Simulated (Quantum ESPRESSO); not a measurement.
# Ta4MgAlZrSn: input and log of a self-consistent run

Simulated, not a measurement. The program is pw.x of Quantum ESPRESSO 7.5 (plane-wave density functional theory). The cell is made up: eight metal atoms on a face-centred cubic lattice, with elements, volume, strain and displacements drawn at random and not relaxed, so it may be unstable or far from any real phase. PseudoDojo standard norm-conserving files set the functional (PBE unless stated); there is no spin polarisation or spin-orbit coupling, the Fermi-Dirac width of 0.25 eV means electrons at about 2900 K, and the masses in the input are unused placeholders. The tin pseudopotential is less sure than most, with forces differing by about three percent from a second method on plain tin. Heavy elements are run without spin-orbit coupling, which real alloys of them have. A spin test at this wide smearing found no moment, but such smearing suppresses magnetism that the real alloy may have.

Input:

```
&control calculation='scf', pseudo_dir='./dojo.nc.sr.pbe.v0_5.standard.upf', outdir='./o', disk_io='minimal', tprnfor=.true., tstress=.true. /
&system ibrav=0, nat=8, ntyp=5, nbnd=60, ecutwfc=84.00895049, nosym=.true., tot_charge=0,
 occupations='smearing', smearing='fd', degauss=0.0183746611
/
&electrons conv_thr=1.470e-08, electron_maxstep=70, mixing_beta=0.5 /
ATOMIC_SPECIES
Al 1.0 Al.upf
Mg 1.0 Mg.upf
Sn 1.0 Sn.upf
Ta 1.0 Ta.upf
Zr 1.0 Zr.upf
CELL_PARAMETERS angstrom
-0.026 2.206 2.1516
-0.0559 4.4552 -4.3463
-8.6007 -2.1198 2.1692
ATOMIC_POSITIONS angstrom
Ta -0.0375 -0.0066 -0.0532
Ta -4.3245 0.0376 -0.0371
Mg 0.0265 2.2726 -2.2312
Al -4.3922 2.3077 -2.1597
Ta -6.4009 -0.0412 2.1752
Zr -2.1417 2.3336 0.0244
Sn -6.4831 2.2691 -0.0033
Ta -2.2015 4.3875 -2.1268
K_POINTS automatic
8 4 3 1 1 1
```

The log is shortened where brackets say so; the opening notice, blank lines, dates and the lines on written files are dropped, and the path of the files is cut. It prints rydbergs, bohrs and kilobars, and counts compression as positive stress. Its total energy is the free energy E - TS of the whole cell.

```
     Program PWSCF v.7.5
     Parallel version (MPI & OpenMP), running on       4 processor cores
     Number of MPI processes:                 4
     Threads/MPI process:                     1
     [start-up lines left out]
     bravais-lattice index     =            0
     lattice parameter (alat)  =       5.8235  a.u.
     unit-cell volume          =    1116.2985 (a.u.)^3
     number of atoms/cell      =            8
     number of atomic types    =            5
     number of electrons       =        91.00
     number of Kohn-Sham states=           60
     kinetic-energy cutoff     =      84.0090  Ry
     charge density cutoff     =     336.0358  Ry
     scf convergence threshold =      1.5E-08
     mixing beta               =       0.5000
     number of iterations used =            8  plain     mixing
     Exchange-correlation= PBE
                           (   1   4   3   4   0   0   0)
     [axes and pseudopotential details left out]
   Cartesian axes
     site n.     atom                  positions (alat units)
         1        Ta     tau(   1) = (  -0.0121689  -0.0021417  -0.0172635  )
         2        Ta     tau(   2) = (  -1.4033120   0.0122013  -0.0120391  )
         3        Mg     tau(   3) = (   0.0085993   0.7374649  -0.7240305  )
         4        Al     tau(   4) = (  -1.4252808   0.7488549  -0.7008285  )
         5        Ta     tau(   5) = (  -2.0771094  -0.0133695   0.7058583  )
         6        Zr     tau(   6) = (  -0.6949875   0.7572595   0.0079179  )
         7        Sn     tau(   7) = (  -2.1037836   0.7363291  -0.0010709  )
         8        Ta     tau(   8) = (  -0.7143927   1.4237557  -0.6901524  )
     number of k points=    48  Fermi-Dirac smearing, width (Ry)=  0.0184
                       cart. coord. in units 2pi/alat
        k(    1) = (  -0.0807717   0.0859025   0.0004655), wk =   0.0416667
        k(    2) = (   0.1573581   0.0887997   0.0003726), wk =   0.0416667
     [further k points left out]
     Dense  grid:   116019 G-vectors     FFT dimensions: (  36,  72, 108)
     Estimated max dynamical RAM per process >     368.11 MB
     Estimated total dynamical RAM >       1.35 GB
     Initial potential from superposition of free atoms
     starting charge      90.9892, renormalised to      91.0000
     Starting wfcs are   68 randomized atomic wfcs
     total cpu time spent up to now is        5.6 secs
     per-process dynamical memory:   284.3 Mb
     Self-consistent Calculation
     iteration #  1     ecut=    84.01 Ry     beta= 0.50
     Davidson diagonalization with overlap
     ethr =  1.00E-02,  avg # of iterations =  2.4
     Threshold (ethr) on eigenvalues was too large:
     Diagonalizing with lowered threshold
     Davidson diagonalization with overlap
     ethr =  8.96E-04,  avg # of iterations =  2.5
     total cpu time spent up to now is       27.5 secs
     total energy              =    -902.61723007 Ry
     estimated scf accuracy    <       0.82025310 Ry
     iteration #  2     ecut=    84.01 Ry     beta= 0.50
     Davidson diagonalization with overlap
     ethr =  9.01E-04,  avg # of iterations =  7.3
     total cpu time spent up to now is       42.9 secs
     total energy              =    -901.78886667 Ry
     estimated scf accuracy    <      18.78982336 Ry
     iteration #  3     ecut=    84.01 Ry     beta= 0.50
     Davidson diagonalization with overlap
     ethr =  9.01E-04,  avg # of iterations =  6.1
     total cpu time spent up to now is       57.1 secs
     total energy              =    -902.87952753 Ry
     estimated scf accuracy    <       1.89495497 Ry
     iteration #  4     ecut=    84.01 Ry     beta= 0.50
     Davidson diagonalization with overlap
     ethr =  9.01E-04,  avg # of iterations =  2.0
     total cpu time spent up to now is       67.3 secs
     total energy              =    -903.02275268 Ry
     estimated scf accuracy    <       0.12481334 Ry
     iteration #  5     ecut=    84.01 Ry     beta= 0.50
     Davidson diagonalization with overlap
     ethr =  1.37E-04,  avg # of iterations =  5.6
     total cpu time spent up to now is       80.5 secs
     total energy              =    -903.02794984 Ry
     estimated scf accuracy    <       0.15428452 Ry
     [iterations 6 to 13 left out]
     iteration # 14     ecut=    84.01 Ry     beta= 0.50
     Davidson diagonalization with overlap
     ethr =  1.04E-08,  avg # of iterations =  2.0
     total cpu time spent up to now is      182.0 secs
     total energy              =    -903.04901663 Ry
     estimated scf accuracy    <       0.00000076 Ry
     iteration # 15     ecut=    84.01 Ry     beta= 0.50
     Davidson diagonalization with overlap
     ethr =  8.31E-10,  avg # of iterations =  3.5
     total cpu time spent up to now is      193.4 secs
     total energy              =    -903.04901675 Ry
     estimated scf accuracy    <       0.00000019 Ry
     iteration # 16     ecut=    84.01 Ry     beta= 0.50
     Davidson diagonalization with overlap
     ethr =  2.12E-10,  avg # of iterations =  2.5
     total cpu time spent up to now is      204.1 secs
     total energy              =    -903.04901675 Ry
     estimated scf accuracy    <       0.00000026 Ry
     iteration # 17     ecut=    84.01 Ry     beta= 0.50
     Davidson diagonalization with overlap
     ethr =  2.12E-10,  avg # of iterations =  2.0
     total cpu time spent up to now is      214.2 secs
     total energy              =    -903.04901677 Ry
     estimated scf accuracy    <       0.00000015 Ry
     iteration # 18     ecut=    84.01 Ry     beta= 0.50
     Davidson diagonalization with overlap
     ethr =  1.63E-10,  avg # of iterations =  1.0
     total cpu time spent up to now is      223.5 secs
     End of self-consistent calculation
     [lines on levels left out]
!    total energy              =    -903.04901677 Ry
     estimated scf accuracy    <          9.6E-09 Ry
     smearing contrib. (-TS)   =      -0.11594488 Ry
     internal energy E=F+TS    =    -902.93307189 Ry
     The total energy is F=E-TS. E is the sum of the following terms:
     one-electron contribution =    -282.80883515 Ry
     hartree contribution      =     173.56747506 Ry
     xc contribution           =    -200.08326714 Ry
     ewald contribution        =    -593.60844465 Ry
     convergence has been achieved in  18 iterations
     Forces acting on atoms (cartesian axes, Ry/au):
     atom    1 type  4   force =     0.01894752   -0.00452955    0.01574636
     atom    2 type  4   force =     0.00211355   -0.02360572    0.03308573
     atom    3 type  2   force =     0.00322088   -0.01077794    0.01513434
     atom    4 type  1   force =     0.02375318    0.00957939   -0.01455831
     atom    5 type  4   force =     0.00738947    0.00953918   -0.00053940
     atom    6 type  5   force =    -0.02920835   -0.01450016   -0.00368360
     atom    7 type  3   force =     0.00419131    0.00266624   -0.00685533
     atom    8 type  4   force =    -0.03040756    0.03162857   -0.03832979
     Total force =     0.090532     Total SCF correction =     0.000255
     Computing stress (Cartesian axis) and pressure
          total   stress  (Ry/bohr**3)                   (kbar)     P=      -73.56
  -0.00057506   0.00008557   0.00001206          -84.59       12.59        1.77
   0.00008557  -0.00049928  -0.00003573           12.59      -73.45       -5.26
   0.00001206  -0.00003573  -0.00042580            1.77       -5.26      -62.64
     init_run     :      5.24s CPU      5.44s WALL (       1 calls)
     electrons    :    217.14s CPU    217.92s WALL (       1 calls)
     forces       :      2.11s CPU      2.14s WALL (       1 calls)
     stress       :      7.19s CPU      7.38s WALL (       1 calls)
     [timing details left out]
     PWSCF        :   3m51.86s CPU   3m53.14s WALL
     JOB DONE.
```

In other units: free energy -12286.608 eV for the cell, pressure -7.36 GPa, largest force component 0.985 eV/Å in size. The run took 235 s of wall time with four MPI processes on a shared machine (Intel Xeon, 2023 or later, virtual cores), so the time is rough. A rerun of this cell at a higher cutoff and on a denser mesh moved values by no more than 0.005 eV in energy, 0.05 GPa in stress and 0.007 eV/Å in force, and a second program with other atomic files agreed on that cell to 2 % rms in force and 0.5 GPa in pressure.